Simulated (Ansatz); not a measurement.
Relaxed Ta (bcc, W type):

```
CELL_PARAMETERS angstrom
     -3.31974     3.31974     3.31974
      1.65987    -1.65987     1.65987
      1.65987     1.65987    -1.65987
ATOMIC_POSITIONS crystal
  Ta 0.00000 0.00000 0.00000
  Ta 0.50000 0.00000 0.00000
```

The atoms are displaced by Q × the pattern below (from a DFPT mode at N = (0.5, 0.0, 0.0), largest move 1; Q in Å), at fixed cell. (q is in reciprocal vectors of the primitive cell; the cell shown is doubled to hold the pattern.)

```
atom      x       y       z
----  -----  ------  ------
Ta1   0.000   0.707  -0.707
Ta2   0.000  -0.707   0.707
```

Computed with PBE (plane waves to 420 eV, PAW, scalar-relativistic; Ansatz, a first-principles code). k mesh 10×20×20 (Γ-centred), Fermi-Dirac smearing 0.05 eV. E stands for the smeared free energy. With partly filled bands, energies and forces of such displacements shift with the k mesh and the smearing. Spin-orbit coupling is left out, though Ta is heavy. Ta is run without spin polarisation. Ta was relaxed with its symmetry unable to fall. The PAW data are Ansatz's earlier set. The zero of ΔE is the undisplaced structure. The last digit holds for this mesh only.

| Q (Å) | ΔE (meV/cell) |
|---|---|
| -0.2800 | withheld |
| -0.2333 | 257.1 |
| -0.1867 | 170.1 |
| -0.1400 | 99.5 |
| -0.0933 | 45.3 |
| -0.0467 | 11.4 |
| 0.0000 | 0.0 |
| 0.0467 | 11.4 |
| 0.0933 | 45.3 |
| 0.1400 | 99.5 |
| 0.1867 | 170.1 |
| 0.2333 | 257.1 |
| 0.2800 | withheld |

Question: Fit an even polynomial form (powers 2, 4, 6) to the given rows and predict ΔE at Q = 0.2800.

Answer: Least squares on the 11 given rows: ΔE = (5368)·Q² + (-17600)·Q⁴ + (105600)·Q⁶, in meV/cell with Q in Å; root-mean-square residual 0.17 meV/cell. At 0.2800 the fit gives 363.6 meV/cell; the calculation gives 356.5 meV/cell, so the extrapolation is off by 7.1 (+2.0 %). The quadratic term alone would give 420.9 meV/cell.

(For displaced atoms, the force is minus the slope of the energy, and its curvature is a force constant, which sets phonon frequencies.)
